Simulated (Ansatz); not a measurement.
## ScSi: from a starting cell to a relaxed one

The start is a relaxed ScSi cell displaced along its unstable phonon at q = (½, 0, 0) of its primitive reciprocal cell (84i cm⁻¹), largest move 0.15 Å. The structure is fully relaxed (lattice and positions, P = 0) with PBEsol (plane waves to 420 eV, PAW, scalar-relativistic; Ansatz, a first-principles code). The first steps use a coarse 4×7×6 k-mesh.

Starting cell:
```
CELL_PARAMETERS angstrom
      9.19406     0.00000     0.00000
      0.00000     4.59703     0.00000
      0.00000     0.00000     5.22344
ATOMIC_POSITIONS crystal
  Sc 0.01631 0.50000 0.00000
  Sc 0.48369 0.50000 0.00000
  Sc 0.25000 0.00000 0.50000
  Sc 0.75000 0.00000 0.50000
  Si 0.99850 0.00000 0.25000
  Si 0.50150 0.00000 0.25000
  Si 0.99850 0.00000 0.75000
  Si 0.50150 0.00000 0.75000
```

**Question.** What is the largest force in the starting geometry, and on which atom (counted from 1)?

**Answer.** 0.17 eV/Å, on Sc1, Sc2 (atoms numbered as listed).

**Question.** How much energy is released per atom?

**Answer.** 0.05 eV/atom.

**Question.** How does the volume change?

**Answer.** -5.9 %, from 27.60 to 25.96 Å³/atom.

**Question.** Does it find its way back to the structure it was made from?

**Answer.** It does not go back: it reaches Pmmm (No. 47), 0.07 eV/atom below the parent.

Final values are on a 11×10×5 k-mesh of the relaxed cell. No spin polarisation in the result.

The run could not lose the symmetry of its start, so the end can be a saddle point.

The relaxed structure here is a generated cell of ScSi: the first start was made by placing the elements on the sites of a structure type, and the end was not matched to a known phase here, so it may be hypothetical.
